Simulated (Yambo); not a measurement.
A G0W0@LDA run in Yambo for RbBH4 (space group F-43m, No. 216) (4×4×4 Γ-centred k mesh, 143 bands and a 8 Ry block in the screening, 143 bands in G with the Bruneval-Gonze terminator, plasmon pole fitted at 27.2 eV) gives these matrix elements, in eV, at the band edges (Γ → X):

```tsv
state	E0	<Vxc>	<Σx>	<Σc(E0)>	Z
valence edge	0.000	-12.220	-16.499	1.720	0.817
conduction edge	5.629	-7.084	-2.956	-2.767	0.875
```

Task: Solve the linearised quasiparticle equation for both states, give the gap, and say how exchange and correlation each act on it.

Result: E = E0 + Z(Σx + Σc − Vxc). Valence: 0.000 + 0.817 × (-16.499 + (1.720) − (-12.220)) = -2.09 eV. Conduction: 5.629 + 0.875 × (-2.956 + (-2.767) − (-7.084)) = 6.82 eV. The gap is 8.91 eV, against 5.63 eV in LDA. Replacing Vxc by bare exchange alone would open it by 8.41 eV; correlation takes back 4.49 eV of that, and Z scales what is left. Nearest settings tried, and what they do to the gap: 109 bands in W, 109 bands in G: -18 meV; 6 Ry block (169 vectors against 229): -47 meV; 2×2×2 mesh: -67 meV. So the settings aren't converged at that level. 

Geometry of the Materials Project entry, not relaxed at this level; primitive cell a = 4.8836 Å, b = 4.8836 Å, c = 4.8836 Å, α = 60.00°, β = 60.00°, γ = 60.00°.

The structure is a Materials Project entry; no match was found in the copy of COD used, and its stability was not checked.
